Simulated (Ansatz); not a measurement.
BiB, a known structure type with other elements, at an estimated volume

```
Bi B
1.0
     5.52929    0.00000    0.00000
     0.00000    7.39742    0.00000
     0.00000    0.00000    3.89585
Bi B
4 4
Direct
  0.13000 0.18000 0.25000
  0.87000 0.82000 0.75000
  0.63000 0.32000 0.75000
  0.37000 0.68000 0.25000
  0.61000 0.03000 0.25000
  0.39000 0.97000 0.75000
  0.11000 0.47000 0.75000
  0.89000 0.53000 0.25000
```

Level: LDA, no spin polarisation; 420 eV; 6×5×9 Γ-centred mesh; fermi-dirac occupations (width 0.1 eV); Ansatz 0.2.0, fixed geometry.

Describe some of the short contacts.

B–B at 2.34 Å: least valence density 0.33 e/Å³ and ELF 0.71 there. Bi–B at 2.88 Å: least valence density 0.21 e/Å³ and ELF 0.38 there. Both are smooth PAW fields, read partly inside the augmentation spheres.

Is it stable against the elements?

1.43 eV an atom against the elements' usual phases (free molecules for gases, crystals otherwise, with no correction for O₂ or N₂), so at this geometry it isn't bound against them. Relaxing would lower it.

Is the cell too large or too small?

The pressure is -10.4 GPa (compression positive), so with the atoms held at these fractions the cell would first shrink; the forces are large, so a full relaxation may end otherwise. The principal stresses -17.1, -8.2, -6.0 GPa differ, so its shape would change too.

Which atom feels the largest force, and which way?

The largest is on B5 (and as large on other atoms): 0.88 eV/Å, components (-0.87, -0.13, 0.00). It makes 57° with the line to a nearest neighbour, B6 at 2.34 Å.

What happens at the Fermi level?

It is a metal, with about 4.4 states/eV a cell as the mean within 0.25 eV of the Fermi level, mostly Bi p (44 %), B p (36 %) and B s (15 %).

Origin: a known structure type with other elements, at an estimated volume, so it need not be a known compound.
